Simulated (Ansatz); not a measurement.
# Stability of a relaxed cell of TaGa$_{3}$

Atoms and cell were relaxed at zero pressure (-3.3 % in volume from the start). The relaxed cell:

```
Ta Ga
1.0
    -1.89413    1.89413    4.33891
     1.89413   -1.89413    4.33891
     1.89413    1.89413   -4.33891
Ta Ga
1 3
Direct
  0.00000 0.00000 0.00000
  0.75000 0.25000 0.50000
  0.25000 0.75000 0.50000
  0.50000 0.50000 0.00000
```

Space group I4/mmm (No. 139); conventional cell a = 3.788 Å, b = 3.788 Å, c = 8.678 Å, α = 90.00°, β = 90.00°, γ = 90.00°.

Computed with plane-wave PAW DFT (Ansatz 0.2.0): r2SCAN, 500 eV cutoff, 8×8×8 Γ-centred mesh, methfessel-paxton occupations of width 0.017 eV. Spin: none; no U, no spin-orbit coupling.

Q: Where does it lie against the elements?

A: -0.203 eV an atom at 0 K against the elements' lowest computed crystals and the free molecules of gases, with no empirical correction.

Q: Does it lie on the convex hull?

A: Among the phases that we computed and relaxed alike, the lowest mixture with other formulas is 58 % Ga + 42 % Ta3Ga2 (shares of atoms). The cell lies 51 meV an atom below it, so this formula doesn't split. No lower structure of the same formula is in the table beyond the error of 20 meV, so it is stable at this level.

The start was: a database entry at a slightly scaled volume.

Caveats: differences under 20 meV an atom lie within the error of meshes and cutoff; the relaxation keeps the start's symmetry, so a distorted cell may lie lower.
